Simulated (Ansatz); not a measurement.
Given:

Mo (bcc, W type)

```xyz
2
Lattice="-3.1506 3.1506 3.1506 1.5753 -1.5753 1.5753 1.5753 1.5753 -1.5753" Properties=species:S:1:pos:R:3 pbc="T T T"
Mo     0.0000     0.0000     0.0000
Mo    -1.5753     1.5753     1.5753
```

Scan: atom 1 (Mo, nearest neighbour Mo at 2.729 Å; its periodic images, 2.7 Å or more away, move with it) is displaced along Cartesian [110], direction (0.707, 0.707, 0.000) in Cartesian axes, by s. The other atoms stay.

Level of theory: r2SCAN (plane waves to 500 eV, PAW, scalar-relativistic; Ansatz, an electronic-structure program). k mesh 17×17×17 (Γ-centred), Fermi-Dirac smearing 0.05 eV. Energies are smeared free energies. With partly filled bands, energies and forces of such displacements shift with the k mesh and the smearing. On this mesh the relaxed cell isn't quite at rest: it carries a pressure of 0.1 GPa (compression positive) at the zero of the scan. Mo is run without spin polarisation. Mo was relaxed with its symmetry unable to fall. The zero of ΔE is the undisplaced structure.

The scan covers s from -0.270 to 0.270 Å in 11 points.

Problem. Is the energy the same for equal positive and negative displacements?

Solution. Even: the same for both signs. With its periodic images moving along, the atom's site symmetry in this cell is mmm.

Problem. What is the force constant k = d²E/ds² of this move at s = 0?

Solution. 6.81 eV/Å².

(For displaced atoms, the force is minus the slope of the energy, and its curvature is a force constant, which sets phonon frequencies.)
